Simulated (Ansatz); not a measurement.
HfO2:
```
CELL_PARAMETERS angstrom
      5.29431     0.00000     0.00000
      0.00000     5.06971     0.00000
      0.00000     0.00000     5.10177
ATOMIC_POSITIONS crystal
  Hf 0.03259 0.26629 0.24001
  Hf 0.96741 0.73371 0.74001
  Hf 0.46741 0.26629 0.74001
  Hf 0.53259 0.73371 0.24001
  O  0.36543 0.06761 0.38316
  O  0.63457 0.93239 0.88316
  O  0.13457 0.06761 0.88316
  O  0.86543 0.93239 0.38316
  O  0.72923 0.46278 0.48983
  O  0.27077 0.53722 0.98983
  O  0.77077 0.46278 0.98983
  O  0.22923 0.53722 0.48983
```

Relaxed with PBE. Special points in fractions of this cell's reciprocal vectors: Γ (0.000, 0.000, 0.000); X (0.500, 0.000, 0.000); S (0.500, 0.500, 0.000); Y (0.000, 0.500, 0.000); Z (0.000, 0.000, 0.500); U (0.500, 0.000, 0.500); R (0.500, 0.500, 0.500); T (0.000, 0.500, 0.500).

Problem. List the band energies nearest the valence-band maximum at these points for PBE in the plane-wave PAW code Ansatz.

Solution. In eV from the valence-band maximum; about four levels below and three above (degenerate sets whole), none deeper than 8.9 eV; points with the same levels are listed once.

```tsv
k	below	above
Γ	-0.69 -0.18 -0.07 0.00	4.83 5.08 5.24
X	-0.68 -0.68 -0.37 -0.37	5.09 5.09 5.50 5.50
S	-0.63 -0.63 -0.47 -0.47	4.64 4.64 5.05 5.05
Y	-0.78 -0.41 -0.17 -0.14	4.48 4.81 4.90
Z	-0.35 -0.35 -0.25 -0.25	4.56 4.56 5.19 5.19
U	-0.67 -0.67 -0.67 -0.67	5.07 5.07 5.07 5.07
R	-0.82 -0.82 -0.82 -0.82	4.61 4.61 4.61 4.61
T	-0.96 -0.96 -0.34 -0.34	4.49 4.49 4.83 4.83
```

Space group Pca2_1. Symmetry was held in the PBE relaxation. The run is not spin-polarised. Scalar-relativistic: spin–orbit coupling is off unless named, which matters more the heavier the elements.

Potentials: the earlier of the program's two PAW sets.
